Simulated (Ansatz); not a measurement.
Here is the system:

Co3Si:
```
CELL_PARAMETERS angstrom
      4.89157     0.00000     0.00000
     -2.44579     4.23622     0.00000
      0.00000     0.00000     3.90901
ATOMIC_POSITIONS crystal
  Co 0.16646 0.33293 0.75000
  Co 0.83354 0.66707 0.25000
  Co 0.83354 0.16646 0.25000
  Co 0.16646 0.83354 0.75000
  Co 0.66707 0.83354 0.75000
  Co 0.33293 0.16646 0.25000
  Si 0.66667 0.33333 0.75000
  Si 0.33333 0.66667 0.25000
```

This is the r²SCAN-relaxed structure.

**Question.** All from r²SCAN (plane waves, PAW; program Ansatz), unless another level is named. Give the electronic character.

**Answer.** metallic (no gap).

**Question.** Next, the density of states at the Fermi level?

**Answer.** 1.0 states/eV per atom (mean over ±0.08 eV).

Space group P6_3/mmc. The first step of the workflow began from a Materials Project structure, measured or hypothetical; the Crystallography Open Database copy checked does not list it. Its standing as an ambient phase is unchecked. The r²SCAN relaxation kept the symmetry of its start; whether a distortion lowers the energy is not shown. No spin polarisation was allowed.

Potentials: the later of the program's two PAW sets.
